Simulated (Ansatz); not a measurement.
Relaxed-ion elastic tensor of CuCl (zinc blende, F-43m) in GPa (Voigt order), DFT-PBEsol in the program Ansatz with PAW potentials; density 4.44 g/cm³, 18.50 Å³ per atom.

```
71.2  58.5  58.5   0.0   0.0   0.0
58.5  71.2  58.5   0.0   0.0   0.0
58.5  58.5  71.2   0.0   0.0   0.0
 0.0   0.0   0.0  15.9   0.0   0.0
 0.0   0.0   0.0   0.0  15.9   0.0
 0.0   0.0   0.0   0.0   0.0  15.9
```

### Question
Is the crystal mechanically stable?

### Answer
Yes: the smallest eigenvalue of C is 12.6 GPa.

### Question
Work out the Voigt, Reuss and Hill averages.

### Answer
K_V = 62.8, K_R = 62.8, K_H = 62.8; G_V = 12.0, G_R = 9.9, G_H = 11.0 GPa.

### Question
Give Young's modulus, Poisson's ratio, Pugh's ratio and the universal anisotropy index.

### Answer
E = 9KG/(3K + G) = 31.1 GPa; ν = 0.42; K/G = 5.72 (ductile by the Pugh limit of 1.75); A_U = 5G_V/G_R + K_V/K_R − 6 = 1.09.

### Question
Estimate the sound speeds and the Debye temperature.

### Answer
v_l = √((K + 4G/3)/ρ) = 4170 m/s, v_t = √(G/ρ) = 1570 m/s, mean 1780 m/s; Θ = (h/k)(3n/4πV)^(1/3) v_m = 201 K.

### Question
Give the Zener ratio and Young's modulus along [100], [110] and [111].

### Answer
A = 2C44/(C11 − C12) = 2.51; 1/E = S11 − 2(S11 − S12 − S44/2)Γ with Γ = 0, 1/4, 1/3 gives 18.3, 32.6, 43.9 GPa.

### Question
Solve the Christoffel equation for the three sound speeds along [100], [110], [111].

### Answer
Eigenvalues of C_ijkl n_j n_l equal ρv² (piezoelectric stiffening left out). In km/s, slowest first: [100] 1.89, 1.89, 4.00; [110] 1.19, 1.89, 4.26; [111] 1.46, 1.46, 4.35.

The PBEsol relaxation kept the symmetry of its start. The run is not spin-polarised.

Potentials: the later of the program's two PAW sets.
